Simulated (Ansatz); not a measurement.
MgS built on the rocksalt prototype, relaxed with r2SCAN: 9 runs in Ansatz 0.2.0, each a construction of maximally localised Wannier functions. The symmetry is Fm-3m (No. 225, cubic); conventional cell a = 5.203 Å, 17.61 Å³ an atom. Mg has 6 S at 2.60 Å; S has 6 Mg at 2.60 Å. (Simulation; spin polarisation is off.)

```
CELL_PARAMETERS angstrom
0.00000 2.60152 2.60152
2.60152 0.00000 2.60152
2.60152 2.60152 0.00000
ATOMIC_POSITIONS crystal
Mg 0.00000 0.00000 0.00000
S 0.50000 0.50000 0.50000
```

Windows count from the top of the filled bands; a dash means that no such window was set (without an outer window there is no disentanglement). Rows marked drawn have settings drawn at random (some not listed).

```json
{"functional": "PBE", "SCF mesh": "6×6×6", "trial orbitals": "S s, S p", "functions": "4", "mesh": "6×6×6", "window (eV)": "–", "frozen (eV)": "–", "settings": "chosen", "Ω total (Å²)": "5.77", "Ω invariant (Å²)": "4.70", "largest spread (Å²)": "1.44", "least projectability": "0.93", "interpolation miss of the model's filled bands (eV, to the nearest computed level)": "0.044"}
{"functional": "PBE", "SCF mesh": "6×6×6", "trial orbitals": "S s, S p", "functions": "4", "mesh": "4×4×4", "window (eV)": "–", "frozen (eV)": "–", "settings": "chosen", "Ω total (Å²)": "5.29", "Ω invariant (Å²)": "4.25", "largest spread (Å²)": "1.32", "least projectability": "0.92", "interpolation miss of the model's filled bands (eV, to the nearest computed level)": "0.156"}
{"functional": "PBE", "SCF mesh": "6×6×6", "trial orbitals": "S s, S p", "functions": "4", "mesh": "8×8×8", "window (eV)": "–", "frozen (eV)": "–", "settings": "chosen", "Ω total (Å²)": "5.96", "Ω invariant (Å²)": "4.88", "largest spread (Å²)": "1.49", "least projectability": "0.92", "interpolation miss of the model's filled bands (eV, to the nearest computed level)": "0.011"}
{"functional": "PBE", "SCF mesh": "6×6×6", "trial orbitals": "S p", "functions": "3", "mesh": "6×6×6", "window (eV)": "–", "frozen (eV)": "–", "settings": "chosen", "Ω total (Å²)": "5.81", "Ω invariant (Å²)": "5.76", "largest spread (Å²)": "1.94", "least projectability": "0.85", "interpolation miss of the model's filled bands (eV, to the nearest computed level)": "0.043"}
{"functional": "r2SCAN", "SCF mesh": "6×6×6", "trial orbitals": "S s, S p", "functions": "4", "mesh": "6×6×6", "window (eV)": "–", "frozen (eV)": "–", "settings": "chosen", "Ω total (Å²)": "5.58", "Ω invariant (Å²)": "4.51", "largest spread (Å²)": "1.39", "least projectability": "0.94", "interpolation miss of the model's filled bands (eV, to the nearest computed level)": "0.031"}
{"functional": "HSE06", "SCF mesh": "6×6×6", "trial orbitals": "S s, S p", "functions": "4", "mesh": "6×6×6", "window (eV)": "–", "frozen (eV)": "–", "settings": "chosen", "Ω total (Å²)": "5.61", "Ω invariant (Å²)": "4.54", "largest spread (Å²)": "1.40", "least projectability": "0.94", "interpolation miss of the model's filled bands (eV, to the nearest computed level)": "–"}
{"functional": "HSE06", "SCF mesh": "6×6×6", "trial orbitals": "S p", "functions": "3", "mesh": "6×6×6", "window (eV)": "–", "frozen (eV)": "–", "settings": "chosen", "Ω total (Å²)": "5.65", "Ω invariant (Å²)": "5.61", "largest spread (Å²)": "1.88", "least projectability": "0.86", "interpolation miss of the model's filled bands (eV, to the nearest computed level)": "–"}
{"functional": "PBE", "SCF mesh": "6×6×6", "trial orbitals": "S s, S p (loose tolerance)", "functions": "4", "mesh": "6×6×6", "window (eV)": "–", "frozen (eV)": "–", "settings": "drawn", "Ω total (Å²)": "5.77", "Ω invariant (Å²)": "4.70", "largest spread (Å²)": "1.44", "least projectability": "0.93", "interpolation miss of the model's filled bands (eV, to the nearest computed level)": "0.044"}
{"functional": "PBE", "SCF mesh": "6×6×6", "trial orbitals": "S s, S p", "functions": "4", "mesh": "5×5×5", "window (eV)": "–", "frozen (eV)": "–", "settings": "drawn", "Ω total (Å²)": "5.60", "Ω invariant (Å²)": "4.53", "largest spread (Å²)": "1.40", "least projectability": "0.93", "interpolation miss of the model's filled bands (eV, to the nearest computed level)": "0.094"}
```

For S s, S p with PBE the spread goes 5.29 Å² (4×4×4), 5.77 Å² (6×6×6), 5.96 Å² (8×8×8): finite differences on a coarse mesh understate it.
